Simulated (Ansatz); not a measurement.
# Ta (Fm-3m), clamped-ion strain scan

These are results of DFT r2SCAN, scalar-relativistic, plane waves, PAW (Ansatz 0.2.0), not measurements. Cutoff 500 eV, Γ-centred 20×20×20 k-points, Gaussian smearing of 0.15 eV. Spin–orbit coupling is left out, which can shift energies with elements as heavy as these. No spin polarisation. Energies are free energies at this smearing, counted from the undisturbed cell; pressure is positive in compression.

The undisturbed cell (as given, not relaxed at this level; it stands at -1.7 GPa; this fcc form isn't the usual structure):

```
CELL_PARAMETERS angstrom
0.00000 2.11000 2.11000
2.11000 0.00000 2.11000
2.11000 2.11000 0.00000
ATOMIC_POSITIONS crystal
Ta 0.00000 0.00000 0.00000
```

The cell is strained by ε times the Voigt pattern (1, 0, 0, 0, 0, 0) (xx, yy, zz, yz, xz, xy; engineering shear) with fractional coordinates fixed. The cell is metallic on the mesh throughout.

```tsv
ε	ΔE (meV/atom)
-0.1000	29.8
-0.0750	13.7
-0.0500	4.8
-0.0250	-0.5
0.0000	0.0
0.0250	9.8
0.0500	29.1
0.0750	57.5
0.0875	75.0
0.1000	94.8
```

(1) Predict the stress summed along the pattern (GPa, tension positive) at each point.

Answers

(1)
```
      ε  stress summed along the pattern (GPa, tension positive)
-0.1000                                                    -7.52
-0.0750                                                    -3.90
-0.0500                                                    -2.38
-0.0250                                                    -1.10
 0.0000                                                     1.67
 0.0250                                                     5.00
 0.0500                                                     8.19
 0.0750                                                    11.15
 0.0875                                                    12.68
 0.1000                                                    14.30
```